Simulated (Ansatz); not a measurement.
Polymorphs of Zn, each relaxed with DFT-PBEsol in the program Ansatz with PAW potentials:

A: fcc (Cu type) (Fm-3m)
a = b = c = 3.838 Å, α = β = γ = 90.00°

```csv
atom,site,symmetry,x,y,z
Zn,4a,m-3m,0.0000,0.0000,0.0000
```

B: diamond (Fd-3m)
a = 5.6530 Å, b = 5.6530 Å, c = 5.6530 Å, α = 90.00°, β = 90.00°, γ = 90.00°

```
atom  site  symmetry       x       y       z
----  ----  --------  ------  ------  ------
Zn      8b      -43m  0.5000  0.5000  0.5000
```

Problem. Rank these by energy per atom at 0 K (lowest first), as PBEsol gives it.

Solution. A (+0 meV/atom), B (+583 meV/atom)

Typed or built starts, not in the databases checked: B. Not the usual ambient phase: A; B. Unstable at this level: A; B. All cells were relaxed under the symmetry of their starts (and spin orders); stability against distortions was not tested throughout.

Energies hold the estimated change up to a 700 eV cutoff; steps of a few meV lie near the error of the meshes.

Potentials: the later of the program's two PAW sets.
